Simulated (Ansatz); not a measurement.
A crystal relaxed with r2SCAN in the plane-wave code Ansatz has space group P-4m2 (No. 115) and a = 3.976 Å, c = 11.236 Å.

| atom | site | x | y | z |
| --- | --- | --- | --- | --- |
| Xx | 2e | 0.0000 | 0.0000 | 0.2362 |
| Ga | 2g | 0.0000 | 0.5000 | 0.1179 |
| Xx | 1b | 0.5000 | 0.5000 | 0.0000 |
| Ga | 2g | 0.0000 | 0.5000 | 0.6459 |
| Sb | 1c | 0.5000 | 0.5000 | 0.5000 |

The r2SCAN gap is indirect, 1.05 eV (Γ to X), below the direct gap of 1.06 eV at Γ. Least and direct gap differ so little that the kind isn't settled. The lowest empty level at Γ lies only 8 meV higher, so the place of the conduction bottom isn't settled. With HSE06 the gap is 1.44 eV and direct, at Γ. The lowest empty level at X lies only 30 meV higher, so the place of the conduction bottom isn't settled. Meshes: r2SCAN 6×6×2, HSE06 4×4×2.

Task: Which element is Xx?
A. As
B. Bi
C. N
D. P

Result: D. Xx is P: an ordered 8-atom cell of Ga₄SbP₃ on the zincblende lattice (P-4m2). P has 4 Ga at 2.39 Å; Ga has 4 P at 2.39 Å; Ga has 2 P at 2.39 Å and 2 Sb at 2.58 Å; Sb has 4 Ga at 2.58 Å.

The calculation is spin-unpolarised, and the structure need not be a phase that has been made.

Spin-orbit coupling is left out, which matters wherever the heavy atoms make up the band edges.

The meshes of the hybrids are coarse, so their gaps aren't converged to the digits shown.
